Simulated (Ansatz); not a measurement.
Input:

ZnO (wurtzite)

```
CELL_PARAMETERS angstrom
      3.22975     0.00000     0.00000
     -1.61488     2.79705     0.00000
      0.00000     0.00000     5.21478
ATOMIC_POSITIONS crystal
  Zn 0.66667 0.33333 0.00204
  Zn 0.33333 0.66667 0.50204
  O  0.66667 0.33333 0.62316
  O  0.33333 0.66667 0.12316
```

In this cell atom 2 (Zn, nearest neighbour O at 1.969 Å; its periodic images, 3.2 Å or more away, move with it) is moved by s towards the nearest neighbour, unit vector (0.820, -0.474, 0.321); all other atoms and the cell stay fixed.

Level of theory: PBEsol (plane waves to 420 eV, PAW, scalar-relativistic; Ansatz, an electronic-structure program). k mesh 9×9×5 (Γ-centred), Fermi-Dirac smearing 0.05 eV. E stands for the smeared free energy. ZnO was relaxed with its symmetry unable to fall. The zero of ΔE is the undisplaced structure.

The scan covers s from -0.390 to 0.390 Å in 11 points.

Q: Is the energy the same for displacements of ±0.390 Å, and if not, which side lies higher?

A: Not even: the positive side lies higher at ±0.390 Å. With its periodic images moving along, the atom's site symmetry in this cell is 3m..

Q: What force acts on the atom along the line at s = -0.390 Å?

A: 1.06 eV/Å.

Q: What is the energy change at s = 0.390 Å?

A: 1330 meV/cell.

Q: What is the force constant k = d²E/ds² of this move at s = 0?

A: 7.80 eV/Å².

(For displaced atoms, the force is minus the slope of the energy, and its curvature is a force constant, which sets phonon frequencies.)
